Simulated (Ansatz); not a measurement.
**Energy landscape of La$_{2}$O$_{3}$**

19 relaxations of La2O3 ended in 8 distinct structures. These are r2SCAN (plane waves to 500 eV, PAW, scalar-relativistic; Ansatz, a quantum-chemistry and plane-wave program) values and carry that method's errors.

| # | space group | Pearson | type | E − E(lowest) (eV/atom) | V (Å³/atom) | gap (eV, no SOC) | runs ending here | spin order |
|---|---|---|---|---|---|---|---|---|
| 1 | P-3m1 | hP5 | – | 0.000 | 16.43 | 4.23 | 11 | non-magnetic |
| 2 | P2₁ | mP10 | – | 0.137 | 18.19 | 3.75 | 1 | non-magnetic |
| 3 | P6₃/mmc | hP10 | – | 0.155 | 15.88 | 3.97 | 1 | non-magnetic |
| 4 | R32 | hR5 | – | 0.162 | 17.91 | 3.78 | 2 | non-magnetic |
| 5 | R-3m | hR5 | – | 0.228 | 19.46 | 4.29 | 1 | non-magnetic |
| 6 | P4/mbm | tP10 | – | 0.333 | 15.52 | 1.72 | 1 | non-magnetic |
| 7 | Pm-3m | cP5 | – | 0.929 | 18.96 | 0.78 | 1 | non-magnetic |
| 8 | P-6m2 | hP5 | – | 1.37 | 18.03 | 0.00 | 1 | ferromagnetic |

P-3m1, hP5, non-magnetic is the lowest among the structures calculated here.

La$_{2}$O$_{3}$ is modelled in the trigonal space group P-3m1 (No. 164), Pearson symbol hP5. Conventional cell: a = 3.9353 Å, b = 3.9353 Å, c = 6.1255 Å, α = 90.00°, β = 90.00°, γ = 120.00°. La on 2d sees 4 O at 2.366–2.450 Å and 3 O at 2.727 Å. O1 on 1b is surrounded by 6 La at 2.727 Å (octahedral). O2 on 2d is surrounded by 4 La at 2.366–2.450 Å (tetrahedral). (Neighbours: up to the widest gap in distance over summed covalent radii, below 1.35, at either atom; cation-cation and far metal-metal contacts left out.)

Probably no minimum, since a slightly shaken restart fell lower: R-3m, hR5, non-magnetic (by 0.23 eV/atom, to P-3m1); Pm-3m, cP5, non-magnetic (by 0.79 eV/atom, to P2₁). 1 run with a doubtful electronic state, a coarser numerical grid, an end not at rest or a source that can't be used is left out. Each run could gain symmetry but not lose that of its start, so entries can be saddle points. From databases, or of a type measured for this composition: P-3m1, hP5, non-magnetic; the others are generated cells (placed on structure types, drawn at random, substituted or restacked) that were not matched to a known phase here. Each structure is listed in the lowest spin state found for it. Static energies at zero pressure. Each cell has its own k-point mesh; energy differences are given only to the digits this allows. Spin states reached: non-magnetic, ferromagnetic; non-magnetic ones ran without spin or lost their moments; spin orders were not searched systematically. No Hubbard U is applied. Gaps of cells over 8 atoms come from the SCF mesh and high-symmetry points alone.
